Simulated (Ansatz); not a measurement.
This cell of CdBr$_{2}$ (space group P6_3mc) is off equilibrium:

```yaml
crystal:
  lattice:
    - [3.98029, 0.00000, 0.00000]
    - [-1.99015, 3.44703, 0.00000]
    - [0.00000, 0.00000, 12.56749]
  atoms:
    - { symbol: Cd, position: [0.66667, 0.33333, 0.88835] }
    - { symbol: Cd, position: [0.33333, 0.66667, 0.37499] }
    - { symbol: Br, position: [0.00000, 0.00000, 0.75034] }
    - { symbol: Br, position: [0.00000, 0.00000, 0.25034] }
    - { symbol: Br, position: [0.33333, 0.66667, 0.99967] }
    - { symbol: Br, position: [0.66667, 0.33333, 0.49967] }
```

Computed with r2SCAN+rVV10 (plane waves to 500 eV, PAW, scalar-relativistic; Ansatz, a quantum-chemistry and plane-wave program). k mesh 8×8×2 (Γ-centred), Fermi-Dirac smearing 0.05 eV. E stands for the smeared free energy. Compression counts positive. CdBr2 was relaxed with its symmetry unable to fall.

Question: What forces act on the atoms (eV/Å, Cartesian)?

Answer: 
| atom | Fx | Fy | Fz |
|---|---|---|---|
| Cd1 | 0.000 | 0.000 | -1.218 |
| Cd2 | 0.000 | 0.000 | 0.135 |
| Br3 | 0.000 | 0.000 | 0.570 |
| Br4 | 0.000 | 0.000 | -0.067 |
| Br5 | 0.000 | 0.000 | 0.641 |
| Br6 | 0.000 | 0.000 | -0.061 |

Question: In it atom 1 sits (0.000, 0.000, 0.168) Å away from its relaxed site. What is its energy relative to the relaxed cell?

Answer: 102.9 meV/cell.

(For displaced atoms, the force is minus the slope of the energy, and its curvature is a force constant, which sets phonon frequencies.)
